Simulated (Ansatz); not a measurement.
ZnCu2SnS4 in space group I-4 (No. 82; Pearson symbol tI16), DFT-LDA in the program Ansatz with PAW potentials, all energies at zero smearing, with the estimated change up to a 700 eV cutoff added, with one set of potentials and settings (totals compare only within such a set). Cell of 8 atoms (2 Cu, 1 Zn, 1 Sn, 4 S): -25719.266 eV.

```csv
element,reference phase,E (eV/atom)
Cu,"Fm-3m, 1 atoms in the cell",-6555.7242
Zn,"P6_3/mmc, 2 atoms in the cell",-3246.2618
Sn,"I4_1/amd, 2 atoms in the cell",-5879.5359
S,"Fddd, 32 atoms in the cell",-869.4931
```

Formation energy per atom, worked out: (-25719.266 − 2×(-6555.7242) − 1×(-3246.2618) − 1×(-5879.5359) − 4×(-869.4931))/8 = -0.506 eV/atom (-49 kJ per mol of atoms), at 0 K, without zero-point energy or fitted corrections.

The cell was relaxed with LDA under the symmetry of its start. The run is not spin-polarised. The references are the lowest solids computed at this level, not always the standard phases. Spin–orbit coupling is left out wherever it is not named.

Potentials: the later of the program's two PAW sets.
